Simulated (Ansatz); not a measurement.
# Surface calculation: fcc Cu (100), 4 layers

The slab is cut from the fcc crystal, the stable phase, as relaxed on PAW files (11.95 Å³/atom), with 16 Å of vacuum and a dipole correction:

```yaml
crystal:
  lattice:
    - [2.56651, 0.00000, 0.00000]
    - [0.00000, 2.56651, 0.00000]
    - [0.00000, 0.00000, 21.44440]
  atoms:
    - { symbol: Cu, position: [0.25000, 0.25000, 0.37306] }
    - { symbol: Cu, position: [0.75000, 0.75000, 0.45769] }
    - { symbol: Cu, position: [0.25000, 0.25000, 0.54231] }
    - { symbol: Cu, position: [0.75000, 0.75000, 0.62694] }
```

Level of theory: DFT with PBE, scalar-relativistic, in Ansatz 0.2.0; a Γ-centred 14×14×1 k mesh, Fermi–Dirac smearing of 0.1 eV, no spin polarisation. LAPW: all electrons, basis error target 1 meV/atom; PAW: frozen-core files, cutoff 420 eV.

The bulk energy comes from a cell in the slab's orientation on a 14×14×10 mesh. The surface energy is (E(slab) − N·E(bulk))/2A at zero smearing, the mean of both faces; thin slabs carry quantum-size effects.

Q: As cut, the LAPW slab lies 1.247 eV above 4 atoms of bulk. What surface energy is that?

A: Over two faces of 6.59 Å² it is 94.6 meV/Å², and times 16.02 J/m² per eV/Å² that gives γ = 1.516 J/m².

```json
{"method": "LAPW", "γ as cut (J/m²)": "1.516", "γ relaxed (J/m²)": "1.505", "Φ as cut (eV)": "4.57", "Φ relaxed (eV)": "4.54"}
```

Q: How do the spacings between the planes relax?

A: From the bottom face up: d12 -2.9 % of 1.815 Å, d23 +0.9 % of 1.815 Å, d34 -2.9 % of 1.815 Å.

Q: What changes if the vacuum is set to 22 Å?

A: LAPW then gives: no gap, work function 4.54 eV; PAW: no gap, work function 4.54 eV.

Q: A 2p core hole is made on one atom of each kind in every 1×1 cell (PAW hole dataset, neutral cell, valence without spin). What does it cost by layer?

A: layer 1 936.36 eV, layer 2 936.58 eV. Shifts between layers mean more than the absolute values, and a whole layer of holes screens otherwise than one hole.

Q: In the relaxed 1×1 cell, replace the outer, then the middle Cu by Zn, which changes a whole layer. What shift does this Z+1 picture give?

A: E(outer) − E(middle) = -0.19 eV by LAPW and -0.19 eV by PAW; a positive value puts the surface line at higher binding energy.
